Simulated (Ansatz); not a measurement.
Relaxed Rh (fcc, Cu type):

```
Rh
1.0
    0.00000     3.83006     3.83006
    1.91503     0.00000     1.91503
    1.91503     1.91503     0.00000
Rh
2
Cartesian
  0.00000   0.00000   0.00000
  1.91503   3.83006   1.91503
```

The atoms are displaced by Q × the pattern below (from a DFPT mode at L = (0.5, 0.0, 0.0), largest move 1; Q in Å), at fixed cell. (q is in reciprocal vectors of the primitive cell; the cell shown is doubled to hold the pattern.)

```json
[
 {"atom": "Rh1", "x": "-0.577", "y": "0.577", "z": "0.577"},
 {"atom": "Rh2", "x": "0.577", "y": "-0.577", "z": "-0.577"}
]
```

The numbers are results of PBE (plane waves to 420 eV, PAW, scalar-relativistic; Ansatz, an electronic-structure program), not measurements. k mesh 21×21×21 (Γ-centred), Fermi-Dirac smearing 0.05 eV. E stands for the smeared free energy. With partly filled bands, energies and forces of such displacements shift with the k mesh and the smearing. Rh is run without spin polarisation. Rh was relaxed with its symmetry unable to fall. The zero of ΔE is the undisplaced structure. The last digit holds for this mesh only.

```csv
Q (Å),ΔE (meV/cell)
-0.1000,211.5
-0.0833,146.0
-0.0667,93.1
-0.0500,withheld
-0.0333,23.2
-0.0167,5.8
0.0000,0.0
0.0167,5.8
0.0333,23.2
0.0500,withheld
0.0667,93.1
0.0833,146.0
0.1000,211.5
```

Task: Fit an even polynomial form (powers 2, 4) to the given rows and predict ΔE at Q = -0.0500.

Result: Least squares on the 11 given rows: ΔE = (20780)·Q² + (37290)·Q⁴, in meV/cell with Q in Å; root-mean-square residual 0.06 meV/cell. At -0.0500 the fit gives 52.2 meV/cell; the calculation gives 52.3 meV/cell, so the interpolation is off by -0.1 (-0.2 %). The quadratic term alone would give 52.0 meV/cell.

(A displaced cell: forces are minus the slopes of the energy, force constants its curvatures, and phonons follow from these.)
